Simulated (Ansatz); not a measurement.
Mo$_{3}$Os (A15 (Cr3Si type), Pm-3n), a = 4.969 Å, b = 4.969 Å, c = 4.969 Å, α = 90.00°, β = 90.00°, γ = 90.00°.

This is the r²SCAN-relaxed structure.

Question: All from r²SCAN in the plane-wave PAW code Ansatz, unless another level is named. Predict the Hill bulk and shear moduli.

Answer: 305 and 129 GPa.

Question: Next, the elastic constants (relaxed ions, GPa)?

Answer: C11 = 536, C12 = 189, C44 = 105.

The first step of the workflow began from a Materials Project structure, measured or hypothetical; the Crystallography Open Database files this formula in space group No. 223, but the cells were not matched. Its standing as an ambient phase is unchecked. The cell was relaxed with r²SCAN under the symmetry of its start; its stability against distortions is not shown here. The run is not spin-polarised. As this level gives no gap, shear constants depend on the k-mesh and smearing (Fermi–Dirac, 0.1 eV here). Scalar-relativistic: spin–orbit coupling is off unless named, which matters more the heavier the elements.

Potentials: the later of the program's two PAW sets.
